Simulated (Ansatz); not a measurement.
Co3BPd:
```xyz
5
Lattice="3.8353 0.0000 0.0000 0.0000 3.8353 0.0000 0.0000 0.0000 3.8353" Properties=species:S:1:pos:R:3 pbc="T T T"
Co     1.9176     1.9176     0.0000
Co     0.0000     1.9176     1.9176
Co     1.9176     0.0000     1.9176
Pd     0.0000     0.0000     0.0000
B      1.9176     1.9176     1.9176
```
The run is spin-polarised; directions of the spins, atom by atom: ↑ ↑ ↑ ↑ 0.

Relaxed with r²SCAN.

Question: Map the spin density (μB/Å³) on the plane through (0.000, 0.500, 0.500) spanned by u = [1, 0, 0] and v = [0, 1, 1] in lattice vectors, from the program Ansatz at the r²SCAN level (PAW).

Answer: x is the fraction of u, y of v (the angle between them is 90°; rows are the nearest grid lines); atoms in the plane: Co at (0.00, 0.00), Pd at (0.00, 0.50), B at (0.50, 0.00).
```
|96100000000000000169|
|64100000000000000146|
|22100000000000000122|
|00000000000000000000|
|00000000000000000000|
|00000000000000000000|
|00000000000000000000|
|00000000000000000000|
|00000000000000000000|
|00000000000000000000|
|00000000000000000000|
|00000000000000000000|
|00000000000000000000|
|00000000000000000000|
|00000000000000000000|
|00000000000000000000|
|00000000000000000000|
|00000000000000000000|
|00000000000000000000|
|00000000000000000000|
|00000000000000000000|
|22100000000000000122|
|64100000000000000146|
|96100000000000000169|
```
Scale: ten equal steps from -0.060 (start of '0') to 6.54 (end of '9'), in the order '0123456789'; x runs from 0.000 to 1.00, y from 0.000 (bottom) to 1.00 (top).

The density is the valence pseudo-density with augmentation charge, so density and ELF within about 1 Å of a nucleus are not all-electron values.

Space group Pm-3m. The start of the workflow was typed in or built on a structure type; neither database checked (COD, Materials Project) lists it. Whether it is the stable phase at ambient conditions was not checked. The r²SCAN relaxation kept the symmetry of its start; whether a distortion lowers the energy is not shown. Magnetic state: ferromagnetic, the only order run, not a proven ground state. Its formation energy is positive at this level, so the cell may be metastable or incomplete. Other orbital occupations within this spin state were not tried. For itinerant 3d metals, meta-GGAs of the SCAN family and hybrids are commonly reported to give too large moments.

Potentials: the earlier of the program's two PAW sets. The files were generated under PBE; for other functionals the program regenerates the frozen cores, and for LDA and PBEsol the local potential too.
